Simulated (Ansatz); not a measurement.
Ge:
```xyz
8
Lattice="4.9231 2.8423 1.9533 -4.9231 2.8423 1.9533 0.0000 -5.6847 1.9533" Properties=species:S:1:pos:R:3 pbc="T T T"
Ge     0.0000     0.0000     4.1950
Ge     0.0000     0.0000     1.6650
Ge    -3.4264    -0.8837     2.5199
Ge     3.4264     0.8837     3.3401
Ge     2.4785    -2.5255     2.5199
Ge    -2.4785     2.5255     3.3401
Ge     0.9479     3.4092     2.5199
Ge    -0.9479    -3.4092     3.3401
```

Relaxed with PBEsol. Special points in fractions of this cell's reciprocal vectors: Γ (0.000, 0.000, 0.000); L (0.500, 0.000, 0.000); T (0.500, -0.500, 0.500); P0 (0.245, -0.755, 0.245); P2 (0.245, 0.245, 0.245); F (0.500, -0.500, 0.000).

Task: List the band energies nearest the Fermi level at these points for the program Ansatz at the PBEsol level (PAW).

Result: In eV from the Fermi level; about four levels below and three above (degenerate sets whole), none deeper than 8.9 eV; points with the same levels are listed once.

```json
[
 {"k": "Γ", "below": "-3.68 -3.68 -1.23 -1.23 -0.71", "above": "1.48 1.83 1.83"},
 {"k": "L", "below": "-1.47 -1.21 -0.82 -0.17", "above": "1.27 1.57 1.73"},
 {"k": "T", "below": "-2.74 -2.74 -2.50 -2.26", "above": "0.42 0.42 1.19"},
 {"k": "P0", "below": "-2.85 -2.85 -2.25 -2.25 -1.99", "above": "1.74 2.14 2.14"},
 {"k": "F", "below": "-2.15 -1.63 -1.52 -1.05", "above": "0.62 0.74 1.44"}
]
```

Space group R-3. The workflow started from a Materials Project entry (that database holds measured and hypothetical structures alike); the Crystallography Open Database copy checked does not list it. It is not the phase usual at ambient conditions (space group No. 227). The PBEsol relaxation kept the symmetry of its start; its stability against distortions is not shown here. Scalar-relativistic: spin–orbit coupling is off unless named, which matters more the heavier the elements.

Potentials: the earlier of the program's two PAW sets. The files were generated under PBE; for other functionals the program regenerates the frozen cores, and for LDA and PBEsol the local potential too.
